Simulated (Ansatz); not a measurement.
## Is this ZrBrCl₃ structure stable?

The cell was found from a structure generator's guess, not taken from experiment.

The calculation used Ansatz 0.2.0, DFT PBE, scalar-relativistic, plane waves, PAW. Cutoff 420 eV, Γ-centred 6×6×6 mesh (5-atom cell), Gaussian smearing of 0.02 eV, no spin polarisation.

```xyz
5
Lattice="5.5738 3.2180 2.4080 -5.5738 3.2180 2.4080 0.0000 -6.4361 2.4080" Properties=species:S:1:pos:R:3 pbc="T T T"
Zr    0.0000    0.0000    5.3490
Br    0.0000    0.0000    2.8670
Cl   -3.6736   -2.1209    3.7261
Cl    0.0000    4.2419    3.7261
Cl    3.6736   -2.1209    3.7261
```

The zero of energy is the elements' standard structures at the same level (Cl₂ as a molecule); no fitted shifts are applied. The references include crystalline Br.

**Question.** These tests were run: energy against the elements; phonons at Γ. What do they show?

**Answer.**

| test | result |
| --- | --- |
| energy against the elements | −1.705 eV/atom |
| phonons at Γ | lowest optical mode 15 cm⁻¹ |

It fails none of these tests. Other phases of the system weren't compared here, so this isn't yet thermodynamic stability. Phonons away from Γ weren't computed.

No dispersion correction is applied, so the spacing and binding between layers, chains or molecules are poorly described. The reference form of Br is held partly by dispersion forces, which this level lacks. The run for the phonons used a 6×6×6 k mesh.
